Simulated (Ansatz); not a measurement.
Relaxed PbS (rock salt):

```yaml
crystal:
  lattice:
    - [0.00000, 6.00891, 6.00891]
    - [3.00445, 0.00000, 3.00445]
    - [3.00445, 3.00445, 0.00000]
  atoms:
    - { symbol: S, position: [0.00000, 0.00000, 0.00000] }
    - { symbol: S, position: [0.50000, 0.00000, 0.00000] }
    - { symbol: Pb, position: [0.25000, 0.50000, 0.50000] }
    - { symbol: Pb, position: [0.75000, 0.50000, 0.50000] }
```

In this cell atom 2 (S, nearest neighbour Pb at 3.004 Å; its periodic images, 4.2 Å or more away, move with it) is moved by u·(1.000, 0.000, 0.000) + v·(0.000, 0.000, 1.000); the rest is frozen.

Computed with PBE (plane waves to 420 eV, PAW, scalar-relativistic; Ansatz, a program for electronic structure). k mesh 4×8×8 (Γ-centred), Fermi-Dirac smearing 0.05 eV. The energy includes the smearing's −TS. As the smearing reaches across the gap at some points, energies and forces of such displacements shift with the k mesh and the smearing. PbS was relaxed with its symmetry unable to fall. Spin-orbit coupling is left out, though Pb is heavy. The zero of ΔE is the undisplaced structure. Axes are in Å.

Problem. What ΔE (meV/cell) does the calculation give at all points of the grid u = -0.990, -0.495, 0.000, 0.495, 0.990 by v = -0.990, -0.495, 0.000, 0.495, 0.990?

Solution. ΔE (meV/cell), with u across and v down:

| v \ u | -0.990 | -0.495 | 0.000 | 0.495 | 0.990 |
|---|---|---|---|---|---|
| -0.990 | 2898 | 2939 | 3549 | 3373 | 3974 |
| -0.495 | 2939 | 626 | 410 | 823 | 3373 |
| 0.000 | 3549 | 410 | 0 | 410 | 3549 |
| 0.495 | 3373 | 823 | 410 | 626 | 2939 |
| 0.990 | 3974 | 3373 | 3549 | 2939 | 2898 |

(For displaced atoms, the force is minus the slope of the energy, and its curvature is a force constant, which sets phonon frequencies.)
